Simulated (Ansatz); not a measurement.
C in space group P4_2/ncm (No. 138; C on 8i, C on 4b) at seven volumes, DFT-PBE in the program Ansatz with PAW potentials, shape and atoms relaxed at each. One row is withheld.

```
V (Å³/atom)  P (GPa)
-----------  -------
5.422          45.31
5.600          28.01
5.779          13.01
5.958           0.01
6.136              ?
6.315         -21.06
6.494         -29.54
```

Q: Fit the shown pressures and predict the withheld one.

A: Third-order Birch–Murnaghan: P = (3/2)B₀(x^(7/2) − x^(5/2))[1 + (3/4)(B′ − 4)(x − 1)] with x = (V₀/V)^(2/3). Least squares on the six rows gives V₀ = 5.958 Å³/atom, B₀ = 403.0 GPa, B′ = 3.74. At V = 6.136, x = 0.9806 and P = -11.23 GPa. The run itself gave -11.28 GPa.

The start of the workflow was typed in or built on a structure type; neither database checked (COD, Materials Project) lists it. It is not the phase usual at ambient conditions (space group No. 194, 227). The PBE relaxation kept the symmetry of its start; whether a distortion lowers the energy is not shown.

Potentials: the later of the program's two PAW sets.
